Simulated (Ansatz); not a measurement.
## BP: the gap against volume

BP, F-43m, a = 4.537 Å. Ansatz: r2SCAN, PAW, 500 eV, Γ-centred 10×10×10 mesh on 2 atoms, Gaussian smearing 0.02 eV; no spin polarisation. Symmetry fixes shape and atoms, so the cell is only scaled; x = ln(V/V0) with V0 = 11.670 Å³/atom. The gap is read at the mesh points alone.

```
      x gap y (eV)
-0.0619           ?
-0.0305       1.374
 0.0000       1.415
 0.0296       1.454
 0.0583       1.491
```

Task: Fit a straight line to the other rows, give the volume deformation potential of the gap and its pressure coefficient, and predict the missing gap. B0 = 169.4 GPa.

Result: Means x = 0.01435, y = 1.4335; Σ(Δx)² = 0.004382, ΣΔxΔy = 0.005774; the slope is their ratio. y = 1.415 + 1.318 x. The slope is the deformation potential a = dE_g/d ln V = 1.32 eV, and dE_g/dP = −a/B0 = -7.78 meV/GPa. At x = -0.0619 the fit asked for gives 1.333 eV. The run gave 1.331 eV, so the fit is 0.002 eV too high, a small miss on the scale of the series. The form still works here, 35 % of the fitted range beyond its end.

Semilocal functionals give gaps under the measured ones; changes of the gap mostly carry over better.